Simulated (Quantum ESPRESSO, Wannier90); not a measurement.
## LiAuF6 (R-3), plane waves to Wannier functions

```
begin unit_cell_cart
ang
   -2.4689899733    4.2764160771    0.0000000000
   -4.9379799466    0.0000000000    0.0000000000
   -2.4689899733    1.4254720257    4.5196400000
end unit_cell_cart
begin atoms_frac
Li   0.5000000000  0.5000000000  0.5000000000
Au   0.0000000000  0.0000000000  0.0000000000
F   -0.0976500000  0.2415000000  0.2466570000
F    0.0976500000 -0.2415000000 -0.2466570000
F   -0.3905070000 -0.0976500000  0.2466570000
F    0.3905070000  0.0976500000 -0.2466570000
F    0.2415000000 -0.3905070000  0.2466570000
F   -0.2415000000  0.3905070000 -0.2466570000
end atoms_frac
```

Cell from Materials Project (mp-1079483), symmetrised, no further relaxation. Not found in the COD (Crystallography Open Database) copy used; not checked further. Computed values, not measurements, from PBEsol: Quantum ESPRESSO (norm-conserving PseudoDojo potentials, cutoff 68 Ry, no spin polarisation, no spin-orbit coupling) on a Γ-centred 4×4×4 mesh, then Wannier90. Density: 8×8×8 mesh, cold smearing 0.01 Ry. Spin-orbit coupling is left out although heavy elements are present.

Bands 14-17 form an isolated set from -5.86 to -5.19 eV relative to the valence-band maximum (on the path) and are turned into 4 Wannier functions by minimising the spread from the start: SCDM (isolated).

Task: Where do the functions sit, how wide are they and what are they made of?

Result: 
```
functions  spread (Å²)  nearest atom, distance (Å)  second atom, distance (Å)  weight on atomic waves
---------  -----------  --------------------------  -------------------------  ----------------------
3                 1.99                     Au 0.00                     F 1.92   Au 5d 71 %, F 2p 28 %
1                 3.78                     Au 0.00                     F 1.92   F 2p 79 %, Au 6s 13 %
```

Ω_I = 9.68 Å², Ω_total = 9.74 Å²; the interpolated bands follow pw.x to 0.7 meV rms on the path. Only this start was tried; a symmetric start can stop on a saddle, and mixtures of these functions could lower the total by at most Ω_total − Ω_I.
